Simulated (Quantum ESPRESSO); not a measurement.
pw.x input (Quantum ESPRESSO 7.5; PBEsol, PseudoDojo standard norm-conserving files, scalar-relativistic):

```
&CONTROL
  calculation = 'scf'
  pseudo_dir = './pseudo'
  outdir = './out'
  tprnfor = .true.
  tstress = .true.
/
&SYSTEM
  ibrav = 0
  nat = 4
  ntyp = 3
  ecutwfc = 100.0
  ecutrho = 400.0
  occupations = 'smearing'
  smearing = 'fd'
  degauss = 0.002
  nbnd = 30
/
&ELECTRONS
  conv_thr = 4e-10
/
ATOMIC_SPECIES
S 32.0600 S.upf
Lu 174.9668 Lu.upf
Tl 204.3800 Tl.upf
CELL_PARAMETERS angstrom
  1.945592797789   1.123288525537   7.449047530000
 -1.945592797789   1.123288525537   7.449047530000
 -0.000000000000  -2.246577051073   7.449047530000
ATOMIC_POSITIONS crystal
S   0.732300709500   0.732300709500   0.732300709500
S   0.267699290500   0.267699290500   0.267699290500
Lu   0.000000000000   0.000000000000   0.000000000000
Tl   0.500000000000   0.500000000000   0.500000000000
K_POINTS automatic
8 8 8 0 0 0
```

End of the output:

```

[...]
     the Fermi energy is    10.1936 ev
!    total energy              =    -658.79497633 Ry
     estimated scf accuracy    <          6.3E-11 Ry
     smearing contrib. (-TS)   =      -0.00000000 Ry
     internal energy E=F+TS    =    -658.79497633 Ry
     The total energy is F=E-TS. E is the sum of the following terms:
     one-electron contribution =    -419.35435127 Ry
     hartree contribution      =     253.72597362 Ry
     xc contribution           =    -124.43685971 Ry
     ewald contribution        =    -368.72973897 Ry
     convergence has been achieved in  11 iterations
     Forces acting on atoms (cartesian axes, Ry/au):
     atom    1 type  1   force =    -0.00000000   -0.00000000   -0.00205107
     atom    2 type  1   force =    -0.00000000    0.00000000    0.00205107
     atom    3 type  2   force =     0.00000000    0.00000000    0.00000000
     atom    4 type  3   force =     0.00000000    0.00000000    0.00000000
     Total force =     0.002901     Total SCF correction =     0.000017
     Computing stress (Cartesian axis) and pressure
          total   stress  (Ry/bohr**3)                   (kbar)     P=      -10.34
  -0.00006504  -0.00000000  -0.00000000           -9.57       -0.00       -0.00
  -0.00000000  -0.00006504   0.00000000           -0.00       -9.57        0.00
   0.00000000   0.00000000  -0.00008072            0.00        0.00      -11.87
```
In a gapped system the printed Fermi energy is only some level inside the gap.

Spin-orbit coupling is not included.

Geometry relaxed with PBE+D3(BJ).
